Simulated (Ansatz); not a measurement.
Relaxed-ion elastic tensor of K$_{2}$HfF$_{6}$ in space group Fm-3m (No. 225; K on 8c, Hf on 4a, F on 24e) in GPa (Voigt order), LDA (plane waves, PAW; program Ansatz); density 4.47 g/cm³, 15.30 Å³ per atom.

```
34.7  18.8  18.8   0.0   0.0   0.0
18.8  34.7  18.8   0.0   0.0   0.0
18.8  18.8  34.7   0.0   0.0   0.0
 0.0   0.0   0.0   6.6   0.0   0.0
 0.0   0.0   0.0   0.0   6.6   0.0
 0.0   0.0   0.0   0.0   0.0   6.6
```

Is the crystal mechanically stable?

Yes: the smallest eigenvalue of C is 6.6 GPa.

Work out the Voigt, Reuss and Hill averages.

K_V = 24.1, K_R = 24.1, K_H = 24.1; G_V = 7.1, G_R = 7.0, G_H = 7.1 GPa.

Give Young's modulus, Poisson's ratio, Pugh's ratio and the universal anisotropy index.

E = 9KG/(3K + G) = 19.3 GPa; ν = 0.37; K/G = 3.40 (ductile by the Pugh limit of 1.75); A_U = 5G_V/G_R + K_V/K_R − 6 = 0.05.

Estimate the sound speeds and the Debye temperature.

v_l = √((K + 4G/3)/ρ) = 2740 m/s, v_t = √(G/ρ) = 1260 m/s, mean 1420 m/s; Θ = (h/k)(3n/4πV)^(1/3) v_m = 170 K.

Give the Zener ratio and Young's modulus along [100], [110] and [111].

A = 2C44/(C11 − C12) = 0.82; 1/E = S11 − 2(S11 − S12 − S44/2)Γ with Γ = 0, 1/4, 1/3 gives 21.5, 18.8, 18.0 GPa.

The workflow started from a Materials Project entry (that database holds measured and hypothetical structures alike); the Crystallography Open Database copy checked does not list it. Whether it is the stable phase at ambient conditions was not checked. The cell was relaxed with LDA under the symmetry of its start. At this level the phase is dynamically unstable (imaginary phonons). No spin polarisation was allowed. Scalar-relativistic: spin–orbit coupling is off unless named, which matters more the heavier the elements.

Potentials: the later of the program's two PAW sets.
